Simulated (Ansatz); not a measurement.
This run works on a proposed trial structure, not on a known crystal.

Input and command of a plane-wave DFT calculation in Ansatz:

```yaml
crystal:
  lattice:
    - [3.6706847107, 0.0, 0.0]
    - [-1.8353423553, 3.1789062087, 0.0]
    - [0.0, 0.0, 12.6195623845]
  atoms:
    - { symbol: Nb, position: [0.0, 0.0, 0.0] }
    - { symbol: In, position: [0.6666666667, 0.3333333333, 0.6551834349] }
    - { symbol: In, position: [0.6666666667, 0.3333333333, 0.3448165651] }
    - { symbol: Se, position: [0.3333333333, 0.6666666667, 0.8727918432] }
    - { symbol: Se, position: [0.3333333333, 0.6666666667, 0.1272081568] }
    - { symbol: Se, position: [0.0, 0.0, 0.5] }
basis:
  ecutwfc: 500
kpoints:
  mp_grid: { grid: [12, 12, 4] }
hamiltonian:
  xc: r2scan
scf:
  occupations: { method: gaussian, width: 0.1 }
output:
  forces: true
  stress: true
  eigenvalues: true
```

```bash
ansatz run input.yaml --threads 1 --pin off --max-ram 2560MiB --backend cpu --events-out ev --progress --plain --runs-dir out
```

Processor: AMD EPYC 7R43 64-Core Processor (Zen 3), 1 thread, on a host shared with other jobs.

Task: Estimate time, memory and problem size.

Result: About 85 s, peak memory 0.9 GiB. It solves 53 bands at 57 k points (after reduction by symmetry) with about 3791 plane waves, in 10 SCF iterations.
